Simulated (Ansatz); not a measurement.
## Harmonic thermodynamics of Be3ZnSe4

Method: DFT PBE, scalar-relativistic, plane waves, PAW (Ansatz 0.2.0). Settings: 420 eV plane-wave cutoff, Γ-centred 6×6×2 mesh, fixed occupations. No spin polarisation. Phonons by linear response, acoustic sum rule imposed.

The cell, relaxed at this level:
```cif
data_structure
_symmetry_space_group_name_H-M 'P3m1'
_symmetry_Int_Tables_number 156
_cell_length_a 3.7471
_cell_length_b 3.7471
_cell_length_c 12.4097
_cell_angle_alpha 90.000
_cell_angle_beta 90.000
_cell_angle_gamma 120.000
_cell_volume 150.90
loop_
_atom_site_label
_atom_site_type_symbol
_atom_site_symmetry_multiplicity
_atom_site_Wyckoff_symbol
_atom_site_fract_x
_atom_site_fract_y
_atom_site_fract_z
_atom_site_occupancy
Be1 Be 1 c 0.66667 0.33333 0.01250 1
Be2 Be 1 c 0.66667 0.33333 0.49284 1
Be3 Be 1 a 0.00000 0.00000 0.25316 1
Zn1 Zn 1 a 0.00000 0.00000 0.75621 1
Se1 Se 1 c 0.66667 0.33333 0.19391 1
Se2 Se 1 c 0.66667 0.33333 0.67294 1
Se3 Se 1 a 0.00000 0.00000 0.43432 1
Se4 Se 1 a 0.00000 0.00000 0.95412 1
```

The cell was found from a structure generator's guess, not taken from experiment. The q mesh is coarse, so values between its points are rough.

Force constants from linear response on a 2×2×1 q mesh, interpolated to a fine mesh.

Question: How much zero-point energy does an atom carry?

Answer: 49.6 meV.

Question: How large are the vibrational entropy and heat capacity at 300 K?

Answer: S = 3.16 k_B and C_V = 2.54 k_B per atom, 85 % of the Dulong–Petit value.

Question: Tabulate them against temperature.

Answer:
| T (K) | F_vib (meV/atom) | S (k_B/atom) | C_V (k_B/atom) |
| --- | --- | --- | --- |
| 100 | 46.5 | 0.98 | 1.35 |
| 200 | 32.6 | 2.20 | 2.17 |
| 300 | 9.3 | 3.16 | 2.54 |
| 400 | -21.3 | 3.92 | 2.72 |
| 500 | -57.9 | 4.54 | 2.81 |
| 600 | -99.3 | 5.06 | 2.87 |
| 700 | -144.8 | 5.50 | 2.90 |
| 800 | -193.9 | 5.89 | 2.92 |
| 900 | -246.2 | 6.24 | 2.94 |
| 1000 | -301.3 | 6.55 | 2.95 |
